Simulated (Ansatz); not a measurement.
Free-standing chains of the atoms of Al, named by their start (strip: triangular double chain, ladder: square double chain); atoms and period are relaxed, and energies count from relaxed bulk Al (Fm-3m, 15.90 Å³/atom, gap on the mesh 0.00 eV).

Method: DFT r2SCAN, scalar-relativistic, plane waves, PAW (Ansatz 0.2.0).

Cutoff 500 eV, Gaussian smearing of 0.05 eV, energies at zero smearing, symmetry of each start kept, collinear spin where a moment is listed.

```json
{"start": "linear chain", "atoms": "1", "k mesh": "1×1×25", "excess energy (eV per host atom)": "2.043", "period (Å)": "2.488", "highest filled level or Fermi level under vacuum (eV)": "3.75", "size of the moment (μB per cell)": "1.00"}
{"start": "dimerised chain", "atoms": "2", "k mesh": "1×1×13", "excess energy (eV per host atom)": "2.043", "period (Å)": "4.921", "highest filled level or Fermi level under vacuum (eV)": "3.86", "size of the moment (μB per cell)": "2.00"}
{"start": "zigzag chain", "atoms": "2", "k mesh": "1×1×14", "excess energy (eV per host atom)": "1.961", "period (Å)": "4.740", "highest filled level or Fermi level under vacuum (eV)": "4.19", "size of the moment (μB per cell)": "0.71"}
{"start": "ladder chain", "atoms": "4", "k mesh": "1×1×13", "excess energy (eV per host atom)": "1.368", "period (Å)": "4.989", "highest filled level or Fermi level under vacuum (eV)": "4.29", "size of the moment (μB per cell)": "0.14"}
{"start": "strip chain", "atoms": "2", "k mesh": "1×1×24", "excess energy (eV per host atom)": "1.156", "period (Å)": "2.447", "highest filled level or Fermi level under vacuum (eV)": "4.23", "size of the moment (μB per cell)": "0.00"}
```

Zero in every row: gap on the mesh (eV).

Each run keeps its start's symmetry and one magnetic start, so lower states can exist. Rows stand on unlike meshes and boxes, so starts that end alike can differ by a few hundredths of an eV per atom.

Cost: 5 runs of about 19 core-minutes in all, on Arm Neoverse V1 (shared hosts).